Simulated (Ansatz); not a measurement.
LiAl₃:
Space group Pm-3m (No. 221); a = 4.001 Å, b = 4.001 Å, c = 4.001 Å, α = 90.00°, β = 90.00°, γ = 90.00°

```tsv
atom	site	symmetry	x	y	z
Li	1a	m-3m	0.0000	0.0000	0.0000
Al	3c	4/mm.m	0.0000	0.5000	0.5000
```

Relaxed with PBEsol.

Question: Which orbitals make up the states near the Fermi level in DFT-PBEsol in the program Ansatz with PAW potentials?

Answer: Within 0.5 eV of the Fermi level: Al 3p 69 %, Al 3s 24 %, outside the projected shells 5 %. Projections are on Löwdin-orthogonalised atomic valence shells; empty p or d shells of many metals are not among them.

Question: Tabulate the density of states.

Answer: States/eV per cell of 4 atoms, in 0.25 eV bins, energy from the Fermi level.

```tsv
E (eV)	total	Al 3p	Al 3s	Li 2s
-7.85	0.71	0.38	0.30	0.02
-7.60	0.62	0.35	0.26	0.01
-7.35	0.54	0.31	0.22	0.01
-7.10	0.47	0.28	0.18	0.01
-6.85	0.64	0.39	0.22	0.03
-6.60	0.77	0.47	0.25	0.04
-6.35	0.84	0.51	0.27	0.04
-6.10	0.96	0.58	0.33	0.04
-5.85	1.26	0.75	0.46	0.03
-5.60	1.19	0.71	0.45	0.02
-5.35	1.11	0.66	0.42	0.01
-5.10	1.03	0.62	0.38	0.01
-4.85	1.00	0.62	0.36	0.01
-4.60	0.96	0.60	0.33	0.01
-4.35	1.00	0.64	0.33	0.01
-4.10	1.12	0.73	0.36	0.01
-3.85	0.94	0.64	0.28	0.01
-3.60	1.19	0.87	0.28	0.02
-3.35	1.40	1.11	0.24	0.03
-3.10	1.40	1.10	0.25	0.03
-2.85	1.41	1.11	0.25	0.02
-2.60	1.39	1.10	0.25	0.02
-2.35	1.42	1.12	0.26	0.02
-2.10	1.48	1.17	0.26	0.02
-1.85	1.55	1.24	0.26	0.02
-1.60	1.47	1.15	0.26	0.02
-1.35	1.39	1.07	0.26	0.02
-1.10	1.33	1.00	0.27	0.02
-0.85	1.20	0.88	0.26	0.02
-0.60	1.32	0.97	0.29	0.02
-0.35	1.38	1.00	0.30	0.02
-0.10	1.32	0.91	0.31	0.02
0.15	1.36	0.90	0.35	0.03
0.40	1.46	0.95	0.36	0.04
0.65	1.42	0.96	0.30	0.03
0.90	1.26	0.84	0.25	0.04
1.15	1.43	0.84	0.32	0.10
1.40	1.72	0.83	0.52	0.15
1.65	1.90	0.91	0.55	0.18
1.90	1.58	0.78	0.40	0.18
2.15	1.71	0.83	0.42	0.19
2.40	2.18	1.12	0.51	0.20
2.65	1.41	0.68	0.29	0.18
2.90	1.57	0.76	0.30	0.19
3.15	1.98	0.96	0.37	0.21
3.40	1.83	0.88	0.33	0.17
3.65	1.53	0.74	0.29	0.12
3.90	1.80	0.86	0.32	0.12
4.15	2.03	1.03	0.36	0.10
4.40	1.45	0.70	0.25	0.09
4.65	1.59	0.73	0.28	0.12
```

The first step of the workflow began from a Materials Project structure, measured or hypothetical; the Crystallography Open Database copy checked does not list it. With Li and Al taken as one species the cell has the higher symmetry Fm-3m, so it may be an ordered model of a mixed-site phase. Whether it is the stable phase at ambient conditions was not checked. The cell was relaxed with PBEsol under the symmetry of its start; of distortions, only those at the zone centre were tested.

Potentials: the later of the program's two PAW sets.
